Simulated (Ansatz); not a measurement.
## An elastic constant from a strain scan in Ca

Theory: Ansatz, DFT r2SCAN, scalar-relativistic, plane waves, PAW. Settings: plane waves to 500 eV, k-mesh 16×16×16 (Γ-centred), Gaussian smearing 0.15 eV. No spin polarisation. Energies are free energies at this smearing, counted from the undisturbed cell; pressure is positive in compression.

The undisturbed cell (as given, not relaxed at this level; it stands at -0.6 GPa; this bcc form isn't the usual structure):

```
CELL_PARAMETERS angstrom
-2.24000 2.24000 2.24000
2.24000 -2.24000 2.24000
2.24000 2.24000 -2.24000
ATOMIC_POSITIONS crystal
Ca 0.00000 0.00000 0.00000
```

The cell is strained by ε times the Voigt pattern (0, 1, 0, 0, 0, 0) (xx, yy, zz, yz, xz, xy; engineering shear) with fractional coordinates fixed. The cell holds 1 atom in V0 = 44.96 Å³. The stress column is τ = (1/V0) dE/dε, got from the stress tensor σ (compression positive) at each point as −det(1 + εP) σ : P(1 + εP)⁻¹, with P the pattern as a tensor.

```
      ε  ΔE (meV/atom)  τ (GPa)
-0.0400         -3.178   -0.091
-0.0300         -3.155    0.105
-0.0200         -2.600    0.290
-0.0100         -1.539    0.465
 0.0000          0.000    0.630
 0.0100          1.991    0.787
 0.0200          4.408    0.934
 0.0300          7.227    1.073
 0.0350          8.780    1.140
 0.0400              ?        ?
```

Problem. Which combination of elastic constants does this scan measure, and how large is it?

Solution. For small ε, τ = τ0 + Kε with K = pᵀCp, which for this pattern is C11 in the cubic axes. The parabola through τ at ε = -0.0100, 0 and 0.0100 has slope K = 16.1 GPa at zero. The energies per cell, E = NΔE, of the same two points give K = 2[E(ε₊)/ε₊ − E(ε₋)/ε₋]/[(ε₊ − ε₋)V0] = 16.1 GPa, in agreement. The start is under stress, which shifts K from the elastic constant by about the size of that stress.

Problem. Predict the withheld row at ε = 0.0400 from the harmonic law, and compare.

Solution. ΔE = V0(τ0 ε + Kε²/2)/N = 10.690 meV/atom and τ = 1.27 GPa. The calculation gives 10.424 meV/atom and 1.20 GPa: the energy lies 2 % below the harmonic value, as bonds soften when stretched.

In a metal these slopes depend on the k mesh and the smearing.